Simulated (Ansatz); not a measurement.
# Relaxing gallium (simple cubic)

Computed with Ansatz 0.2.0, DFT, r2SCAN, plane waves (500 eV) with PAW, scalar-relativistic. (PAW data from PBE, frozen cores regenerated.)

k-point mesh 11×11×11, Fermi-Dirac smearing 0.1 eV, no spin polarisation. Cell and atoms relax.

Starting structure:

```yaml
crystal:
  lattice:
    - [2.7660252371, 0.0, 0.0]
    - [0.0, 2.7660252371, 0.0]
    - [0.0, 0.0, 2.7660252371]
  atoms:
    - { symbol: Ga, position: [0.0, 0.0, 0.0] }
hamiltonian:
  xc: r2scan
  pseudopotentials:
    kind: paw
    azcp:
      Ga: "pseudopotentials/Ga.paw.azcp"
basis:
  ecutwfc: 500
  fft_grid_basis: typed
kpoints:
  mp_grid: { grid: [11, 11, 11], shift: [0, 0, 0] }
magnetization:
  spin_polarized: false
scf:
  occupations: { method: fermi_dirac, width: 0.1 }
relax:
  max_steps: 60
  f_tol: 0.01
  cell: {}
```

What cell does the relaxation end in?

Pm-3m with a = 2.671 Å; 19.05 Å³ per atom against 21.16 at the start (-10.0 %).

How much energy does the relaxation gain?

31.9 meV per atom.

Path of the relaxation (the plane waves are chosen anew near the end, which can shift the energy a little):

```csv
step,E − E(final) (meV/atom),V (Å³/atom),P (GPa),max force (eV/Å)
0,31.91,21.163,-4.33,0.000
1,0.26,19.343,-0.79,0.000
2,-0.58,18.977,0.21,0.000
3,-0.60,19.047,0.00,0.000
4,0.00,19.047,-0.03,0.000
```
